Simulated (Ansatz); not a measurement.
ZrIn₃:
```yaml
crystal:
  lattice:
    - [-2.12752, 2.12752, 4.94376]
    - [2.12752, -2.12752, 4.94376]
    - [2.12752, 2.12752, -4.94376]
  atoms:
    - { symbol: Zr, position: [0.00000, 0.00000, 0.00000] }
    - { symbol: In, position: [0.25000, 0.75000, 0.50000] }
    - { symbol: In, position: [0.75000, 0.25000, 0.50000] }
    - { symbol: In, position: [0.50000, 0.50000, 0.00000] }
```

Relaxed with r²SCAN. Special points in fractions of this cell's reciprocal vectors: Γ (0.000, 0.000, 0.000); X (0.000, 0.000, 0.500); P (0.250, 0.250, 0.250); N (0.000, 0.500, 0.000); M (0.500, 0.500, -0.500); S (0.296, 0.704, -0.296); S0 (-0.296, 0.296, 0.296); R (-0.093, 0.093, 0.500); G (0.500, 0.500, -0.093).

Q: List the band energies nearest the Fermi level at these points for r²SCAN (plane waves, PAW; program Ansatz).

A: In eV from the Fermi level; about four levels below and three above (degenerate sets whole), none deeper than 8.9 eV; points with the same levels are listed once.

```
k                    below                above
-  -----------------------  -------------------
Γ  -2.81 -1.26 -1.26 -1.12  0.24 1.50 1.95 1.95
X  -3.56 -2.61 -2.43 -1.10       2.15 2.39 2.44
P  -4.06 -1.90 -1.90 -1.56       1.51 2.39 2.56
N  -3.66 -3.61 -1.27 -0.38       0.62 2.00 2.63
M  -1.91 -1.10 -1.10 -0.19       1.19 1.19 1.49
S  -5.69 -1.27 -0.92 -0.65       0.76 1.11 1.85
R  -3.40 -2.26 -1.73 -0.96       1.71 2.43 2.53
```

Space group I4/mmm. The workflow started from a Materials Project entry (that database holds measured and hypothetical structures alike); the Crystallography Open Database copy checked does not list it. With Zr and In taken as one species the cell has the higher symmetry I4/mmm, so it may be an ordered model of a mixed-site phase. Its standing as an ambient phase is unchecked. Symmetry was held in the r²SCAN relaxation; whether a distortion lowers the energy is not shown. The run is not spin-polarised. Spin–orbit coupling is left out wherever it is not named.

Potentials: the later of the program's two PAW sets.
